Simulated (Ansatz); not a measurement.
Relaxed-ion elastic tensor of MoSe (CsCl type, space group No. 221) in GPa (Voigt order), plane-wave PAW r²SCAN (Ansatz code); density 9.43 g/cm³, 15.40 Å³ per atom.

```
      1     2     3    4    5    6
-  ----  ----  ----  ---  ---  ---
1   386  93.8  93.8  0.0  0.0  0.0
2  93.8   386  93.8  0.0  0.0  0.0
3  93.8  93.8   386  0.0  0.0  0.0
4   0.0   0.0   0.0  108  0.0  0.0
5   0.0   0.0   0.0  0.0  108  0.0
6   0.0   0.0   0.0  0.0  0.0  108
```

Task: Is the crystal mechanically stable?

Result: Yes: the smallest eigenvalue of C is 108 GPa.

Task: Work out the Voigt, Reuss and Hill averages.

Result: K_V = 191, K_R = 191, K_H = 191; G_V = 123, G_R = 121, G_H = 122 GPa.

Task: Give Young's modulus, Poisson's ratio, Pugh's ratio and the universal anisotropy index.

Result: E = 9KG/(3K + G) = 302 GPa; ν = 0.24; K/G = 1.57 (brittle by the Pugh limit of 1.75); A_U = 5G_V/G_R + K_V/K_R − 6 = 0.11.

Task: Estimate the sound speeds and the Debye temperature.

Result: v_l = √((K + 4G/3)/ρ) = 6130 m/s, v_t = √(G/ρ) = 3600 m/s, mean 3990 m/s; Θ = (h/k)(3n/4πV)^(1/3) v_m = 477 K.

Task: Give the Zener ratio and Young's modulus along [100], [110] and [111].

Result: A = 2C44/(C11 − C12) = 0.74; 1/E = S11 − 2(S11 − S12 − S44/2)Γ with Γ = 0, 1/4, 1/3 gives 349, 289, 273 GPa.

Task: Solve the Christoffel equation for the three sound speeds along [100], [110], [111].

Result: Eigenvalues of C_ijkl n_j n_l equal ρv². In km/s, slowest first: [100] 3.39, 3.39, 6.40; [110] 3.39, 3.94, 6.08; [111] 3.76, 3.76, 5.96.

Space group Pm-3m (CsCl type). A made-up cell: these elements were put on the sites of a structure type; neither database checked (COD, Materials Project) lists it. Its standing as an ambient phase is unchecked. Symmetry was held in the r²SCAN relaxation; whether a distortion lowers the energy is not shown. No spin polarisation was allowed. As this level gives no gap, shear constants depend on the k-mesh and smearing (Fermi–Dirac, 0.1 eV here).

Potentials: the earlier of the program's two PAW sets.
